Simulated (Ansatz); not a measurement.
The cell below belongs to a search over invented structures; it isn't taken from experiment.

Input and command of a plane-wave DFT calculation in Ansatz:

```yaml
crystal:
  lattice:
    - [4.9614190219, 0.0, 0.0]
    - [0.0, 4.9614190219, 0.0]
    - [0.0, 0.0, 7.2592907934]
  atoms:
    - { symbol: Ba, position: [0.0, 0.0, 0.2909296784] }
    - { symbol: Pt, position: [0.5, 0.5, 0.8941760085] }
    - { symbol: Pb, position: [0.0, 0.0, 0.764128566] }
    - { symbol: Se, position: [0.5, 0.0, 0.9784836321] }
    - { symbol: Se, position: [0.0, 0.5, 0.9784836321] }
    - { symbol: Se, position: [0.5, 0.5, 0.527454073] }
basis:
  ecutwfc: 420
kpoints:
  mp_grid: { grid: [6, 6, 4] }
hamiltonian:
  xc: pbe
scf:
  occupations: { method: gaussian, width: 0.1 }
output:
  forces: true
  stress: true
  eigenvalues: true
relax:
  adjacent_minimum: "off"
  f_tol: 0.01
  max_steps: 80
  cell: { stress_tol: 0.05 }
```

```bash
ansatz run input.yaml --threads 1 --pin off --max-ram 2560MiB --backend cpu --events-out ev --progress --plain --runs-dir out
```

Processor: AMD EPYC 7R43 64-Core Processor (Zen 3), 1 thread, on a host shared with other jobs.

**Question.** How long does it run, and how much memory does it take?

**Answer.** About 6.2 min, peak memory 0.69 GiB. It solves 54 bands at 30 k points (after reduction by symmetry) with about 3321 plane waves (on the last cell), in 60 SCF iterations over 8 ionic steps.
